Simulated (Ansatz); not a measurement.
AlNi (rock salt, space group No. 225) under volume change, PBEsol in the plane-wave PAW code Ansatz, scaled uniformly.

```json
[
 {"V (Å³/atom)": "12.573", "E − E(relaxed) (meV/atom)": "[?]", "P (GPa)": "[?]"},
 {"V (Å³/atom)": "12.988", "E − E(relaxed) (meV/atom)": "[?]", "P (GPa)": "[?]"},
 {"V (Å³/atom)": "13.402", "E − E(relaxed) (meV/atom)": "5.0", "P (GPa)": "3.96"},
 {"V (Å³/atom)": "13.817", "E − E(relaxed) (meV/atom)": "0.0", "P (GPa)": "0.01"},
 {"V (Å³/atom)": "14.231", "E − E(relaxed) (meV/atom)": "4.4", "P (GPa)": "-3.35"},
 {"V (Å³/atom)": "14.646", "E − E(relaxed) (meV/atom)": "16.9", "P (GPa)": "-6.23"},
 {"V (Å³/atom)": "15.060", "E − E(relaxed) (meV/atom)": "36.3", "P (GPa)": "-8.68"}
]
```

**Question.** Some entries are withheld; supply them.

**Answer.** 
- 12.988, E − E(relaxed) (meV/atom): 21.1
- 12.988, P (GPa): 8.59
- 12.573, E − E(relaxed) (meV/atom): 50.1
- 12.573, P (GPa): 14.01

**Question.** What does a third-order Birch–Murnaghan fit give for V₀, B₀ and B′?

**Answer.** V₀ = 13.82 Å³/atom, B₀ = 121 GPa, B′ = 4.3.

Space group Fm-3m (rock salt). The start of the workflow was typed in or built on a structure type; neither database checked (COD, Materials Project) lists it. It is not the phase usual at ambient conditions (space group No. 221). The cell was relaxed with PBEsol under the symmetry of its start. At this level the phase is mechanically unstable. The workflow began spin-polarised and lost its moments.

Potentials: the earlier of the program's two PAW sets.
